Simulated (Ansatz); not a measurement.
Electric field gradients in BaTiO₃

```
CELL_PARAMETERS angstrom
4.00730 0.00000 0.00000
0.00000 4.00730 0.00000
0.00000 0.00000 4.00730
ATOMIC_POSITIONS crystal
Ba 0.50000 0.50000 0.50000
Ti 0.00000 0.00000 0.00000
O 0.50000 0.00000 0.00000
O 0.00000 0.50000 0.00000
O 0.00000 0.00000 0.50000
```

Atoms are numbered in the order listed.

The cell comes from COD entry 1507757, which wasn't checked; take it as a given geometry.

Levels of theory: DFT, LDA, all-electron PAW with datasets made for the crystal, scalar-relativistic (Ansatz 0.2.0); DFT, LDA, PAW with Ansatz's default frozen-core files, scalar-relativistic (Ansatz 0.2.0).

For the crystal-made all-electron datasets (AE datasets): a Γ-centred 8×8×8 k mesh, Fermi–Dirac smearing of 0.05 eV, cutoff 540 eV (chosen by the program for this cell), no spin polarisation. PAW takes a cutoff of 420 eV at this cell (files made with PBE, cores remade for this functional). The Ansatz runs share mesh, smearing and spin set-up.

Spin–orbit coupling is left out, which moves gradients at and beside heavy atoms by some per cent and at worst by a factor of two.

Vzz is the principal value of largest size of the traceless field-gradient tensor, in 10²¹ V/m², and η = (Vxx − Vyy)/Vzz with |Vzz| ≥ |Vyy| ≥ |Vxx|.

| site | site symmetry | Vzz (η), AE datasets | Vzz (η), PAW |
| --- | --- | --- | --- |
| Ba1 | m-3m | 0 (under 0.004) | 0 (under 0.004) |
| Ti2 | m-3m | 0 (under 0.004) | 0 (under 0.004) |
| O3 | 4/mm.m | ? | ? |

Problem. What belongs in the row "O3", column "Vzz (η), PAW"?

Solution. 2.31 (η = 0.00).

Problem. Fill in "Vzz (η), AE datasets" for the row "O3".

Solution. 2.20 (η = 0.00).
